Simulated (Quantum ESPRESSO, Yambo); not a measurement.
## MoS2 monolayer at -1.5 % biaxial strain: DFT and GW levels

```
CELL_PARAMETERS angstrom
      3.09388     0.00000     0.00000
     -1.54694     2.67938     0.00000
      0.00000     0.00000    16.10000
ATOMIC_POSITIONS crystal
  S  0.66667 0.33333 0.90216
  S  0.66667 0.33333 0.09784
  Mo 0.00000 0.00000 0.00000
```

The PBEsol cell relaxed from Materials Project entry mp-1434 was given a biaxial strain of -1.5 % in the plane, and the atoms were relaxed again, with the Coulomb interaction truncated along z.

Starting point: norm-conserving PBEsol (Quantum ESPRESSO, 80 Ry, scalar-relativistic). G0W0 in Yambo: 6×6×1 Γ-centred k mesh, bands 2 to 131 and a 8 Ry block in the screening, 131 bands in G with the Bruneval-Gonze terminator, plasmon pole fitted at 27.2 eV, slab-truncated Coulomb interaction, stochastic integration of W near q = 0.

* **PBEsol gap along the band path**: 1.87 eV
* **PBEsol gap between the mesh's edge points (K → (0.167, 0.167))**: 1.87 eV
* **G0W0 gap between the same points**: 2.55 eV
* **PBEsol smallest direct gap on the mesh (at K)**: 2.00 eV
* **G0W0 direct gap at that point**: 2.83 eV

| k point | band | E PBEsol (eV) | E QP (eV) | shift (eV) | Z |
|---|---|---|---|---|---|
| Γ | VB | -0.28 | -0.57 | -0.29 | 0.74 |
| Γ | CB | 3.00 | 3.51 | 0.51 | 0.74 |
| (0.167, 0.167) | VB | -0.84 | -1.06 | -0.22 | 0.74 |
| (0.167, 0.167) | CB | 1.87 | 2.40 | 0.53 | 0.75 |
| K | VB | 0.00 | -0.14 | -0.14 | 0.74 |
| K | CB | 2.00 | 2.69 | 0.69 | 0.74 |

Energies count from the PBEsol valence-band maximum.

Convergence of the G0W0 settings was not tested.

Spin-orbit splittings are left out.
